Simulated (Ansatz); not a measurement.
Re2B:
```yaml
crystal:
  lattice:
    - [3.50473, 0.00000, 0.00000]
    - [0.00000, 3.50473, 0.00000]
    - [0.00000, 0.00000, 5.93957]
  atoms:
    - { symbol: Re, position: [0.00000, 0.00000, 0.00000] }
    - { symbol: Re, position: [0.50000, 0.50000, 0.00000] }
    - { symbol: Re, position: [0.50000, 0.00000, 0.34901] }
    - { symbol: Re, position: [0.00000, 0.50000, 0.65099] }
    - { symbol: B, position: [0.50000, 0.00000, 0.71190] }
    - { symbol: B, position: [0.00000, 0.50000, 0.28810] }
```

Relaxed with PBEsol. Special points in fractions of this cell's reciprocal vectors: Γ (0.000, 0.000, 0.000); X (0.000, 0.500, 0.000); M (0.500, 0.500, 0.000); Z (0.000, 0.000, 0.500); R (0.000, 0.500, 0.500); A (0.500, 0.500, 0.500).

### Question
List the band energies nearest the Fermi level at these points for DFT-PBEsol in the program Ansatz with PAW potentials.

### Answer
In eV from the Fermi level; about four levels below and three above (degenerate sets whole), none deeper than 8.9 eV; points with the same levels are listed once.

```
k                          below                above
-  -----------------------------  -------------------
Γ        -1.23 -0.73 -0.73 -0.42  0.15 1.77 1.99 1.99
X        -0.66 -0.66 -0.54 -0.54  0.29 0.29 1.31 1.31
M        -1.26 -1.26 -0.81 -0.81  0.07 0.07 0.08 0.08
Z  -1.72 -1.72 -1.52 -1.40 -0.13       0.05 0.05 0.49
R        -1.36 -1.36 -0.83 -0.83  0.54 0.54 1.57 1.57
A        -2.68 -2.68 -0.25 -0.25  0.03 0.03 0.46 0.46
```

Space group P4/nmm. A made-up cell: these elements were put on the sites of a structure type; neither database checked (COD, Materials Project) lists it. Its standing as an ambient phase is unchecked. Symmetry was held in the PBEsol relaxation; its stability against distortions is not shown here. No spin polarisation was allowed. Spin–orbit coupling is left out wherever it is not named.

Potentials: the earlier of the program's two PAW sets. The files were generated under PBE; for other functionals the program regenerates the frozen cores, and for LDA and PBEsol the local potential too.
